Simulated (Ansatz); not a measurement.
Here is the system:

SnO₂:
```
SnO2
1.0
    3.59267     0.00000     0.00000
    0.00000     3.59267     0.00000
    0.00000     0.00000     5.53061
Sn O
2 4
Direct
  0.00000   0.00000   0.00000
  0.50000   0.50000   0.50000
  0.00000   0.50000   0.17696
  0.00000   0.50000   0.67696
  0.50000   0.00000   0.32304
  0.50000   0.00000   0.82304
```

This is the PBE-relaxed structure.

Problem. All from the program Ansatz at the PBE level (PAW), unless another level is named. Estimate the gap with spin–orbit coupling.

Solution. 0.79 eV.

Problem. Give the electron effective mass with spin–orbit coupling.

Solution. 0.13, 0.13, 0.16 mₑ (principal values).

Problem. And the weight of the conduction-edge state by species (Voronoi cells)?

Solution. O 59 %, Sn 41 %.

Space group P4_2/nmc. The cell is a constructed one: a structure type filled with these elements; neither database checked (COD, Materials Project) lists it. It is not the phase usual at ambient conditions (space group No. 136). The cell was relaxed with PBE under the symmetry of its start; whether a distortion lowers the energy is not shown. Spin–orbit coupling is left out wherever it is not named.

Potentials: the earlier of the program's two PAW sets.
